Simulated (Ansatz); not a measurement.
Method: DFT PBE, scalar-relativistic, plane waves, PAW (Ansatz). Settings: cutoff 420 eV, Γ-centred meshes spaced at most about 0.3 Å⁻¹, and about 0.25 Å⁻¹ or finer for metals (2π included), Gaussian smearing. No spin polarisation in the final relaxations.

These are static total energies at zero pressure. All come from trial cells, and lower structures may exist.

**Question.** Order these relaxed structures of Al5Ni by energy, lowest first, with the energy over the lowest of them.
A.

```
Al Ni
1.0
     2.16398   -7.73709    0.00000
     2.16398    7.73709    0.00000
     0.00000    0.00000    2.78046
Al Ni
5 1
Direct
  0.50000 0.50000 0.50000
  0.30358 0.69642 0.00000
  0.13146 0.86854 0.50000
  0.86854 0.13146 0.50000
  0.69642 0.30358 0.00000
  0.00000 0.00000 0.00000
```

B.

```
Al Ni
1.0
     2.83519    0.00000    0.00000
    -1.41760    2.45535    0.00000
     0.00000    0.00000   13.13094
Al Ni
5 1
Direct
  0.33333 0.66667 0.68072
  0.33333 0.66667 0.31928
  0.66667 0.33333 0.85867
  0.66667 0.33333 0.14133
  0.66667 0.33333 0.50000
  0.33333 0.66667 0.00000
```

C.

```
Al Ni
1.0
     1.94962   -5.90459    0.00000
     1.94962    5.90459    0.00000
     0.00000    0.00000    3.90479
Al Ni
5 1
Direct
  0.83961 0.16039 0.00000
  0.16039 0.83961 0.00000
  0.34226 0.65774 0.50000
  0.50000 0.50000 0.00000
  0.65774 0.34226 0.50000
  0.00000 0.00000 0.50000
```

**Answer.** A (0 meV/atom), C (17 meV/atom), B (39 meV/atom). Forms: A Cmmm; C Al and Ni ordered on fcc sites, Cmmm; B Al and Ni ordered on hcp sites, P-6m2. Counting all near atoms (those within 1.25 times the shortest distance at each site; a plus sign parts nearer from farther groups; a slash parts the counts of unlike sites): A has Al 10/10+2/2+10, Ni 10; C has Al 12, Ni 12; B has Al 12/3+9, Ni 6+6.

Trial moments died out on the coarse mesh in Cmmm and P-6m2; another magnetic start might hold. Cells relaxed within their symmetry can be saddle points. Some structure types and database cells were kept out of the candidates from the start, so a known form may be missing.
